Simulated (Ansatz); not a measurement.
Magnetic orders of Fe$_{2}$Pt

Theory: DFT PBEsol, scalar-relativistic, plane waves, PAW (Ansatz).

```xyz
3
Lattice="2.6176 0.0000 0.0000 -1.3088 2.2669 0.0000 0.0000 0.0000 6.2769" Properties=species:S:1:pos:R:3 pbc="T T T"
Fe    0.0000    1.5113    4.0457
Fe    1.3088    0.7556    2.2312
Pt    0.0000    0.0000    0.0000
```

```
plane-wave cutoff                               : 420 eV
Γ-centred k-mesh                                : 18×18×8
occupation rule                                 : Gaussian smearing, 0.1 eV
list of starting moments (μB, in atom order)    : 4 4 0
check for lower electronic states after the SCF : off
```

Each order was relaxed in cell and atoms. Spin–orbit coupling is left out, which for heavy magnetic ions can matter as much as these differences. Site moments are spin moments in atom-centred spheres that scale with the neighbour distance. The states are those that the runs reached from these starts; a lower one can exist. No antiferromagnetic start is among these.

```json
{"start": "no spin", "ends": "non-magnetic", "energy above lowest (meV/atom)": "101", "site moments (μB)": "none over 0.05", "gap on mesh (eV)": "metal", "volume (Å³/atom)": "11.89"}
{"start": "ferromagnetic", "ends": "ferromagnetic", "energy above lowest (meV/atom)": "0.00", "site moments (μB)": "Fe +2.73 (×2), Pt +0.32", "gap on mesh (eV)": "metal", "volume (Å³/atom)": "13.01"}
```

Cost: 2 runs of about 15 core-minutes in all, on Intel Xeon Processor @ 2.50GHz (Skylake/Cascade Lake) (shared hosts).